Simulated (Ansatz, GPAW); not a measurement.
## InSb3: energy against volume and a worked fit

It takes space group Fm-3m (No. 225, cubic). Conventional cell: a = 7.589 Å, b = 7.589 Å, c = 7.589 Å, α = 90.00°, β = 90.00°, γ = 90.00°. Around Sb (site symmetry m-3m) lie 8 Sb at 3.29 Å. Sb (site symmetry -43m) is surrounded by 4 In at 3.29 Å and 4 Sb at 3.29 Å. Around In (site symmetry m-3m) lie 8 Sb at 3.29 Å.

The cell comes from a database or a generator and needn't be the stable form of this composition.

The cell was scaled at fixed shape and fractions and run with Ansatz, Ansatz PAW, cutoff 420 eV; PBE, k mesh 6 × 6 × 6 on the cell of 4 atoms, fermi-dirac occupations of 0.05 eV, no spin polarisation, no spin-orbit coupling. Energies are those that the program minimises, any entropy of the smearing included. For a metal such a mesh isn't converged to the digits shown.

```csv
V (Å³/atom),energy over the lowest row (meV/atom)
25.6791,15.573
26.2255,?
26.7719,1.175
27.3182,0.000
27.8646,2.207
28.4110,7.424
28.9573,15.359
```

Task: Fit the third-order Birch-Murnaghan form, give V0, B0 and B′, and predict the energy left open.

Result: With y = (V0/V)^(2/3), E = E0 + (9 V0 B0/16) [(y - 1)³ B′ + (y - 1)² (6 - 4y)]. Least squares through the rows shown give V0 = 27.2266 Å³/atom, E0 = -0.059 meV, B0 = 50.71 GPa (1 eV/Å³ = 160.218 GPa) and B′ = 4.94, with a largest miss of 0.012 meV. At V = 26.2255 the form with these constants gives 6.215 meV; the run gave 6.199 meV an atom. Other set-ups at this level, from all their volumes (Å³/atom, GPa): GPAW, GPAW PAW data sets (gpaw-data 1.2.1): V0 27.072, B0 51.28.
